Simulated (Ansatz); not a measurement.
# Calculated with Ansatz: BaGa$_{2}$N$_{2}$, single run

The input file (Ansatz 0.2.0, plane waves):

```yaml
crystal:
  lattice:
    - [2.272794, 3.936592, 0.0]
    - [-2.272794, 3.936592, 0.0]
    - [0.0, 0.0, 4.917478]
  atoms:
    - { symbol: "N", position: [0.3333, 0.3334, 0.1232] }
    - { symbol: "N", position: [0.6667, 0.6666, 0.8768] }
    - { symbol: Ba, position: [0.0, 0.0, 0.0] }
    - { symbol: Ga, position: [0.3333, 0.3334, 0.468] }
    - { symbol: Ga, position: [0.6667, 0.6666, 0.532] }
  symmetry: { tolerance: 0.0003 }
kpoints:
  mp_grid: { grid: [5, 5, 4], shift: [0, 0, 0] }
magnetization:
  spin_polarized: false
scf:
  occupations: { method: fermi_dirac }
  eigensolver: { kind: davidson }
  mixing: { preconditioner: resta }
hamiltonian:
  pseudopotentials: { kind: paw }
  xc: pbe
basis:
  ecutwfc: 420
output:
  forces: true
  stress: true
  eigenvalues: true
```

Launch command:

```bash
ansatz run input.yaml --threads 1 --pin off --max-ram 2560MiB --backend cpu --events-out ev --progress --plain --runs-dir out
```

Origin of the cell: a known structure type with other elements, at an estimated volume, so it need not be a known compound.

The smearing width isn't typed, so it takes its default of 0.1 eV.

Output (shortened):

```
Warning: the atoms were moved onto the symmetric positions of the space group found under crystal.symmetry.tolerance 3.0e-4 (fractional; no operation is sought that the atoms, as they stand i […]
Pseudopotentials: kind: paw
Pseudopotential: N, paw, valence charge 5, recommended cutoff 420 eV (normal), N.paw.azcp
Pseudopotential: Ba, paw, valence charge 10, recommended cutoff 420 eV (normal), Ba.paw.azcp
Pseudopotential: Ga, paw, valence charge 13, recommended cutoff 420 eV (normal), Ga.paw.azcp
Functional definition: PBE
  exchange = pbe_x(kappa = kappa, mu = beta*pi^2/3)
  correlation = pbe_c(beta = beta)
Crystal: 5 atoms, lattice volume = 87.994 Å³
Basis set: ecut = 420 eV, 1715 PW (Γ), exchange–correlation on 64×64×72 points (8 copies of the dense FFT grid, shifted against one another)
Bands: 28, of which v1, the nominal top of the filled ones, is band 23 counted from 1 (22 counted from 0)
Symmetry: 12 space group operations
[… 8 lines left out …]
Initial density: superposition of atomic densities (neutral atoms: chi_scale 0, normalization atom), corrected by the library's trained network
Functional: x = pbe(κ = 0.804, μ = 0.219515), c = pbe(β = 0.066725)
SCF iter   1: F=—  HF=-14280.439925 eV  Δρ=5.05e-3  dr2=2.44e-2
SCF iter   2: F=—  HF=-14280.439310 eV  Δρ=3.77e-3  dr2=1.77e-2  defer=7
SCF iter   3: F=—  HF=-14280.439467 eV  Δρ=3.31e-3  dr2=1.66e-2  defer=4
SCF iter   4: F=—  HF=-14280.437178 eV  Δρ=5.15e-4  dr2=1.05e-4
SCF iter   5: F=—  HF=-14280.437232 eV  Δρ=1.45e-4  dr2=8.93e-6
SCF iter   6: F=—  HF=-14280.437243 eV  Δρ=3.50e-5  dr2=8.58e-7
SCF iter   7: F=-14280.437243 eV  HF=-14280.437243 eV  Δρ=1.36e-5  dr2=9.34e-8
the search or the solves at the SCF's close may have found levels that the self-consistency loop had missed (the run counts none). By its estimate they hold under 1e-12 electrons; where the r […]
SCF 1 converged in 7 iterations: F = -14280.437243 eV  dr2 = 9.34e-8
SCF converged after 7 iterations
Free energy (F): -14280.437243 eV
Harris-Foulkes:  -14280.437243 eV  (|F-HF|=4.91e-10)
Internal energy: -14280.297132 eV  (E = F + TS)
E sigma→0 (E₀):  -14280.367188 eV
Entropy (-TS):   -0.140111 eV (-28.022 meV/atom)
Fermi energy:    8.956438 eV
--- Per-component energies (eV) ---
  E_band       = -89.741994
  E_kinetic    = 661.395428
  E_local      = -4782.852089  (includes V_loc(G=0)·N_el)
  E_nonlocal   = 998.456361
  E_hartree    = 2162.890947
  E_xc         = -428.056355
  E_vxc        = -406.217130  (∫ρ·V_xc dr)
  E_paw        = -9452.100817  (= ΣΔE_a)
  E_vpaw       = -886.294666  (= ΣTr[D̂ρ^β])
  E_aug_tail   = -0.000137  (compensation charges beyond the density's cutoff)
  E_ewald      = -3440.030469
  E_smearing   = -0.140111  (= −TS)
  Σ components = -14280.437243   (vs F -14280.437243, Δ=0.00e0)
--- Forces (eV/Å), atoms counted from 1 ---
  atom   1  N     -0.000000     0.000000    -2.723098
  atom   2  N      0.000000     0.000000     2.723098
  atom   3  Ba     0.000000     0.000000     0.000000
  atom   4  Ga     0.000000     0.000000     2.857917
  atom   5  Ga    -0.000000    -0.000000    -2.857917
  max |Σ_I F_I| component: 9.25e-18 eV/Å
--- Stress (GPa, compression-positive) ---
        8.029061       0.000000       0.000000
       -0.000000       8.029061      -0.000000
        0.000000      -0.000000      29.318163
  P = ⅓ Tr σ = 15.1254 GPa (151.254 kbar)
```

Caveats: no spin, though holes on the anions or broken bonds may carry moments; the k mesh is coarse if the cell is a metal.

The run took 2.2 s of wall time on 1 CPU thread(s) of a shared host, from the program's own first density.
